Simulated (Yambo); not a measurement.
```
WS2
1.0
    3.14562     0.00000     0.00000
   -1.57281     2.72418     0.00000
    0.00000     0.00000    16.10000
S W
2 1
Cartesian
  0.00000   0.00000  -1.56686
  0.00000   0.00000   1.56686
  1.57281   0.90806   0.00000
```

A free-standing WS2 monolayer (symmetry P-6m2, slab cell 16.1 Å high): G0W0@PBEsol in Yambo (6×6×1 Γ-centred k mesh, bands 2 to 131 and a 8 Ry block in the screening, 131 bands in G with the Bruneval-Gonze terminator, plasmon pole fitted at 27.2 eV, slab-truncated Coulomb interaction, stochastic integration of W near q = 0) on wavefunctions from Quantum ESPRESSO. With the symmetry operations that carry no fractional translation, the mesh has 7 irreducible k points, and the gap K → K is 2.872 eV.

### Question
What changes when point-group symmetry is switched off and time reversal alone is kept?

### Answer
The mesh then has 20 irreducible points. The exact result doesn't change; the run gives 2.861 eV, and the difference is numerical residue, whose source wasn't traced. Rough time against the symmetric run: about 2× for the empty bands, about 3× for Yambo (2 states against 4).

Spin-orbit coupling is not included.

Geometry relaxed with PBEsol.
